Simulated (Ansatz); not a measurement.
# Structure relaxation, LiNbO₃

The start is a relaxed LiNbO3 cell shaken by Gaussian noise of σ = 0.08 Å a coordinate. A full variable-cell relaxation at zero pressure is run with r2SCAN (plane waves to 500 eV, PAW, scalar-relativistic; Ansatz, a program for electronic structure). The first steps use a coarse 5×5×6 k-mesh.

Starting cell:
```
LiNbO3
1.0
   -2.70316     2.70316     4.09678
    2.70316    -2.70316     4.09678
    2.70316     2.70316    -4.09678
Li Nb O
2 2 6
Direct
  0.95259   0.43162   0.49722
  0.48488   0.96451   0.54211
  0.75179   0.76256   0.98132
  0.27511   0.27524   0.98792
  0.48208   0.59281   0.49454
  0.14406   0.03187   0.54263
  0.56797   0.07550   0.07828
  0.01044   0.50996   0.89975
  0.54118   0.54447   0.99309
  0.03306   0.02245   0.00287
```

- Largest initial force = 4.48 eV/Å, on Nb4 (atoms numbered as listed)
- Energy released = 0.22 eV/atom
- Volume change = -11.6 %, from 11.97 to 10.58 Å³/atom
- Relative to the parent = It does not go back: it reaches R3c (No. 161), AFLOW prototype ABC3_hR10_161_a_a_b (as in LiNbO3), 86 meV/atom below the parent
- Shortest distances (start → end) = The closest pairs of elements (up to four, under 3.6 Å), start → end: Nb–O 1.78 → 1.88 Å; Li–O 1.89 → 2.05 Å; O–O 2.53 → 2.73 Å; Li–Nb 2.90 → 3.03 Å
- Band gap at the end = 4.00 eV, indirect (valence top at k = (0.125, 0.125, 0.125), conduction bottom at k = (0, 0.375, -0.375)) (no spin-orbit coupling)
- Optimiser moves = 12

Relaxed structure:

```cif
data_Li6Nb6O18
_chemical_formula_sum 'Li6 Nb6 O18'
_space_group_name_H-M_alt 'R3c :H'
_space_group_IT_number 161
_space_group_name_Hall 'R 3 -2"c'
_cell_length_a 5.13755
_cell_length_b 5.13755
_cell_length_c 13.88533
_cell_angle_alpha 90.000
_cell_angle_beta 90.000
_cell_angle_gamma 120.000
loop_
_atom_site_label
_atom_site_type_symbol
_atom_site_symmetry_multiplicity
_atom_site_Wyckoff_symbol
_atom_site_fract_x
_atom_site_fract_y
_atom_site_fract_z
_atom_site_occupancy
Li1 Li 6 a 0.00000 0.00000 0.43988 1
Nb1 Nb 6 a 0.00000 0.00000 0.22189 1
O1 O 18 b 0.03455 0.32309 0.32551 1
```
(The calculation used a cell of 10 atoms; values per cell refer to that cell.)

Final values are on a 8×8×8 k-mesh of the relaxed cell. No spin polarisation in the result.

Of the parent cell (I4cm (No. 108)): it is a generated cell of LiNbO3: the first start was made by a random draw of sites in a space group, and the end was not matched to a known phase here, so it may be hypothetical. Known forms of LiNbO3 include space group No. 161.
